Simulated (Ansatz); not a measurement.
A relaxed cell of TiSb₂Se₂ is given with its symmetry left out. The cell was found from a structure generator's guess, not taken from experiment.

All numbers below come from DFT PBE, scalar-relativistic, plane waves, PAW (Ansatz 0.2.0). Cutoff 420 eV, Γ-centred mesh, Gaussian smearing, no spin polarisation.

```
CELL_PARAMETERS angstrom
5.27110 0.00000 0.00000
0.00000 5.27110 0.00000
0.00000 0.00000 8.39666
ATOMIC_POSITIONS crystal
Ti 0.00000 0.00000 0.00000
Sb 0.50000 0.00000 0.00000
Sb 0.00000 0.50000 0.00000
Se 0.00000 0.00000 0.71522
Se 0.00000 0.00000 0.28478
```

Energies over the elements count from the elements' standard structures at the same level, with no fitted energy shifts.

Problem. What space group does it have?

Solution. P4/mmm (No. 123). Conventional cell: a = 5.271 Å, c = 8.397 Å. Ti is surrounded by 2 Se at 2.39 Å and 4 Sb at 2.64 Å; around Sb lie 2 Ti at 2.64 Å; Se has 1 Ti at 2.39 Å.

Problem. How far does it lie from the elements in energy?

Solution. +0.15 eV/atom. The separate elements lie lower, so it is unstable against them.

Problem. Is it a metal?

Solution. Yes, bands cross the Fermi level on the 8×8×6 mesh.

The last run used an 8×8×6 mesh (in the run's order of axes) for its 5-atom cell and Gaussian smearing of 0.10 eV. No dispersion correction is applied, so the spacing and binding between layers, chains or molecules are poorly described. These runs have no spin–orbit coupling, which can matter for Sb. The reference form of Se is held partly by dispersion forces, which this level lacks. A structure relaxed within its symmetry needn't be a true minimum. Another cell of TiSb2Se2 relaxed alike, in P-3m1, lies 0.73 eV/atom lower, so this cell isn't the stable form at this level.
